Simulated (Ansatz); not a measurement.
**ZrOs: clamped-ion strain scan**

The calculation used DFT r2SCAN, scalar-relativistic, plane waves, PAW in Ansatz 0.2.0. Settings: plane waves to 500 eV, k-mesh 14×14×14 (Γ-centred), Gaussian smearing 0.15 eV. Spin–orbit coupling is left out, which can shift energies with elements as heavy as these. No spin polarisation. Energies are free energies at this smearing, counted from the undisturbed cell; pressure is positive in compression.

Reference structure (as given, not relaxed at this level; it stands at 2.0 GPa, and it needn't be the usual structure):

```xyz
2
Lattice="3.2630 0.0000 0.0000 0.0000 3.2630 0.0000 0.0000 0.0000 3.2630" Properties=species:S:1:pos:R:3 pbc="T T T"
Zr    1.6315    1.6315    1.6315
Os    0.0000    0.0000    0.0000
```

The cell is strained by ε times the Voigt pattern (0, 0, 0, 0, 0, 1) (xx, yy, zz, yz, xz, xy; engineering shear) with fractional coordinates fixed. The cell is metallic on the mesh throughout.

```csv
ε,ΔE (meV/atom)
-0.1500,127.4
-0.0750,31.0
0.0000,0.0
0.0187,1.9
0.0375,7.7
0.0562,17.4
0.0937,48.7
0.1125,70.7
0.1312,96.8
```

(1) Predict the pressure (GPa) at each point.

Results:

(1)
| ε | pressure (GPa) |
| --- | --- |
| -0.1500 | 6.0 |
| -0.0750 | 3.0 |
| 0.0000 | 2.0 |
| 0.0187 | 2.1 |
| 0.0375 | 2.3 |
| 0.0562 | 2.6 |
| 0.0937 | 3.6 |
| 0.1125 | 4.2 |
| 0.1312 | 5.1 |